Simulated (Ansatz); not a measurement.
Layered crystal of PtS2, relaxed:

```
CELL_PARAMETERS angstrom
3.58331 0.00000 0.00000
-1.79165 3.10324 0.00000
0.00000 0.00000 4.66228
ATOMIC_POSITIONS crystal
Pt 0.00000 0.00000 0.00000
S 0.33333 0.66667 0.25875
S 0.66667 0.33333 0.74125
```

All numbers below come from DFT PBE+D3(BJ), scalar-relativistic, plane waves, PAW in Ansatz 0.2.0. Cutoff 420 eV; k points 12×12×8 on the computed 3-atom cell (Γ-centred); Gaussian smearing, width 0.02 eV; no spin polarisation.

Question: What does it cost to take out one layer and relax it free-standing?

Answer: 35.5 meV/Å² (132 meV/atom). The layer's area changes by -2.3 %. The layer, isolated along c and on a 9×9×1 mesh:

```yaml
crystal:
  lattice:
    - [3.54144, 0.00000, 0.00000]
    - [-1.77072, 3.06697, 0.00000]
    - [0.00000, 0.00000, 30.82549]
  periodic: [true, true, false]
  atoms:
    - { symbol: S, position: [0.66667, 0.33333, 0.45972] }
    - { symbol: Pt, position: [0.00000, 0.00000, 0.50000] }
    - { symbol: S, position: [0.33333, 0.66667, 0.54028] }
```

Spin-orbit coupling is left out, which matters for the bands of heavy elements.

Of the 35.5 meV/Å², the D3 dispersion term gives 47.4 and the semilocal functional -11.9: the layers are held by dispersion, and the functional alone gives no binding at this distance. The relaxed crystal's volume is 5 % under that of the deposited cell, so the cost is likely high.
